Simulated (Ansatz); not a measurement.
KZnF3 (cubic perovskite)

```yaml
crystal:
  lattice:
    - [4.12746, 0.00000, 0.00000]
    - [0.00000, 4.12746, 0.00000]
    - [0.00000, 0.00000, 4.12746]
  atoms:
    - { symbol: K, position: [0.00000, 0.00000, 0.00000] }
    - { symbol: Zn, position: [0.50000, 0.50000, 0.50000] }
    - { symbol: F, position: [0.00000, 0.50000, 0.50000] }
    - { symbol: F, position: [0.50000, 0.00000, 0.50000] }
    - { symbol: F, position: [0.50000, 0.50000, 0.00000] }
```

The slice is a {210} plane (indices of the conventional cell) through the point (0.500, 0.500, 0.000) (fractional), spanned by u = [100] and v = [021] in vectors of this cell: u (4.13 Å) and v (9.23 Å, at 90° to u). It covers one period; positions are fractions (u, v).

These are PBE (plane waves to 420 eV, PAW, scalar-relativistic; Ansatz, a quantum-chemistry and plane-wave program) values and carry that method's errors. k mesh 8×8×8. Near the nuclei the fields are pseudised (PAW); where an atom keeps semicore shells as valence, they peak there. KZnF3 was relaxed with its symmetry unable to fall.

**Question.** What is the valence density on the shortest Zn–F line in this plane (2.06 Å), at its midpoint?

**Answer.** 0.44 e/Å³.

**Question.** What is the ELF at the midpoint of the shortest Zn–F line in this plane (2.06 Å)?

**Answer.** 0.2.

**Question.** Sketch the valence electron density on this plane as a map.

**Answer.** 
| v \ u | 0.00 | 0.14 | 0.29 | 0.43 | 0.57 | 0.71 | 0.86 |
|---|---|---|---|---|---|---|---|
| 0.88 | -0.9 | -1.2 | -1.3 | -0.8 | -0.8 | -1.3 | -1.2 |
| 0.75 | -0.7 | -1.0 | -1.1 | -0.5 | -0.5 | -1.1 | -1.0 |
| 0.62 | -0.6 | -0.9 | -1.2 | -1.0 | -1.0 | -1.2 | -0.9 |
| 0.50 | 1.7 | 0.3 | -0.3 | 0.9 | 0.9 | -0.3 | 0.3 |
| 0.38 | -0.6 | -0.9 | -1.2 | -1.0 | -1.0 | -1.2 | -0.9 |
| 0.25 | -0.7 | -1.0 | -1.1 | -0.5 | -0.5 | -1.1 | -1.0 |
| 0.12 | -0.9 | -1.2 | -1.3 | -0.8 | -0.8 | -1.3 | -1.2 |
| 0.00 | 1.1 | 0.3 | -1.0 | -1.8 | -1.8 | -1.0 | 0.3 |

Values: log₁₀ of the valence density in e/Å³. The scale is logarithmic, as a density can span decades between atoms and voids.
